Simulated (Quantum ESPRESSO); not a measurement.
```cif
data_C4Ca2
_chemical_formula_sum 'C4 Ca2'
_space_group_name_H-M_alt 'P 1'
_space_group_IT_number 1
_cell_length_a 4.05917
_cell_length_b 4.05917
_cell_length_c 7.41577
_cell_angle_alpha 104.911
_cell_angle_beta 104.911
_cell_angle_gamma 56.308
loop_
_space_group_symop_operation_xyz
  'x, y, z'
loop_
_atom_site_label
_atom_site_type_symbol
_atom_site_fract_x
_atom_site_fract_y
_atom_site_fract_z
_atom_site_occupancy
C1 C 0.07922 0.07922 0.56431 1
C2 C 0.92078 0.92078 0.43569 1
C3 C 0.45186 0.45186 0.05825 1
C4 C 0.54814 0.54814 0.94175 1
Ca1 Ca 0.79741 0.79741 0.75351 1
Ca2 Ca 0.20259 0.20259 0.24649 1
```

The geometry is that of Materials Project entry mp-917, symmetrised and not relaxed again.

Question: What does LDA (pw.x of Quantum ESPRESSO, ONCV potentials, scalar-relativistic) give for the electronic structure near the Fermi level?

Answer: The LDA gap is 2.11 eV; at least one edge lies off the plotted path, at a point of the SCF mesh. The smallest direct gap is 2.62 eV. Another valence extremum on the path lies within 0.02 eV, too close to call. 

The structure is a Materials Project entry; no match was found in the copy of COD used, and its stability was not checked.
